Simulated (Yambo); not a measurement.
## How GW settings move the gap: LiF

G0W0@LDA for LiF (rock salt, space group Fm-3m, No. 225) in Yambo. Reference settings: 8×8×8 Γ-centred k mesh, 65 bands and a 14 Ry block in the screening, 65 bands in G with the Bruneval-Gonze terminator, plasmon pole fitted at 27.2 eV. The LDA gap Γ → Γ on this mesh is 9.75 eV; G0W0 gaps are taken between the same points.

```csv
change from the reference,G0W0 gap Γ → Γ (eV),shift of the valence edge (eV)
reference settings,14.74,-2.95
"13 bands in W, 13 bands in G",15.03,-2.80
"22 bands in W, 22 bands in G, 8 Ry block",14.69,-2.80
"22 bands in W, 22 bands in G, 11 Ry block",14.70,-2.80
"33 bands in W, 33 bands in G, 2 Ry block",15.37,-3.60
"33 bands in W, 33 bands in G, 11 Ry block",14.65,-2.86
"49 bands in W, 49 bands in G, 2 Ry block",15.34,-3.61
"49 bands in W, 49 bands in G, 5 Ry block",14.48,-2.88
"49 bands in W, 49 bands in G, 11 Ry block",14.63,-2.89
11 Ry block,14.62,-2.89
4×4×4 mesh,14.72,-2.89
"13 bands in W, 13 bands in G, 5 Ry block, no terminator",14.86,-2.56
"13 bands in W, 13 bands in G, no terminator",14.80,-2.29
"33 bands in W, 33 bands in G, 5 Ry block, no terminator",14.47,-2.73
"33 bands in W, 33 bands in G, no terminator",14.55,-2.55
```

The reference isn't shown to be the converged limit.

Geometry relaxed with LDA; primitive cell a = b = c = 2.7613 Å, α = β = γ = 60.00°.

A shift is the quasiparticle energy of the state minus its LDA energy.
